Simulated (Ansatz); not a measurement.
ScIr (CsCl type, Pm-3m) at seven volumes, the program Ansatz at the r²SCAN level (PAW), scaled uniformly. One row is withheld.

| V (Å³/atom) | P (GPa) |
|---|---|
| 15.077 | 20.94 |
| 15.574 | 12.84 |
| 16.071 | 5.93 |
| 16.568 | 0.06 |
| 17.065 | -4.94 |
| 17.562 | ? |
| 18.059 | -12.80 |

Question: Fit the shown pressures and predict the withheld one.

Answer: P = (3/2)B₀(x^(7/2) − x^(5/2))[1 + (3/4)(B′ − 4)(x − 1)] with x = (V₀/V)^(2/3). Least squares on the six rows gives V₀ = 16.574 Å³/atom, B₀ = 180 GPa, B′ = 4.37. At V = 17.562, x = 0.9621 and P = -9.19 GPa. The run itself gave -9.19 GPa.

The workflow started from an entry of the Crystallography Open Database (COD). Its standing as an ambient phase is unchecked. The r²SCAN relaxation kept the symmetry of its start; whether a distortion lowers the energy is not shown. The run is not spin-polarised. Spin–orbit coupling is left out wherever it is not named.

Potentials: the later of the program's two PAW sets.
